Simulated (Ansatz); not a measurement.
CoSi2 (fluorite or antifluorite type, Fm-3m) under volume change, PBE in the plane-wave PAW code Ansatz, scaled uniformly.

```tsv
V (Å³/atom)	E − E(relaxed) (meV/atom)	P (GPa)
11.676	69.1	20.89
12.061	28.9	12.75
12.446	6.8	5.85
12.831	0.0	0.00
13.216	6.1	-4.94
13.600	___	___
13.985	___	___
```

What belongs in the gaps?


- 13.985, E − E(relaxed) (meV/atom): 49.3
- 13.985, P (GPa): -12.59
- 13.600, E − E(relaxed) (meV/atom): 23.1
- 13.600, P (GPa): -9.11

What does a third-order Birch–Murnaghan fit give for V₀, B₀ and B′?

V₀ = 12.83 Å³/atom, B₀ = 178 GPa, B′ = 4.6.

The cell was relaxed with PBE under the symmetry of its start; phonons on a q-mesh show no instability. No spin polarisation was allowed.

Potentials: the later of the program's two PAW sets.
